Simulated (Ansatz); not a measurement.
Ca (fcc (Cu type), Fm-3m) at seven volumes, plane-wave PAW r²SCAN (Ansatz code), scaled uniformly. One row is withheld.

| V (Å³/atom) | P (GPa) |
|---|---|
| 39.241 | 1.97 |
| 40.535 | 1.23 |
| 41.828 | 0.58 |
| 43.122 | 0.00 |
| 44.416 | -0.51 |
| 45.709 | ? |
| 47.003 | -1.34 |

Question: Fit the shown pressures and predict the withheld one.

Answer: P = (3/2)B₀(x^(7/2) − x^(5/2))[1 + (3/4)(B′ − 4)(x − 1)] with x = (V₀/V)^(2/3). Least squares on the six rows gives V₀ = 43.124 Å³/atom, B₀ = 18.0 GPa, B′ = 3.25. At V = 45.709, x = 0.9619 and P = -0.95 GPa. The run itself gave -0.95 GPa.

Symmetry was held in the r²SCAN relaxation; phonons on a q-mesh show no instability.

Potentials: the later of the program's two PAW sets.
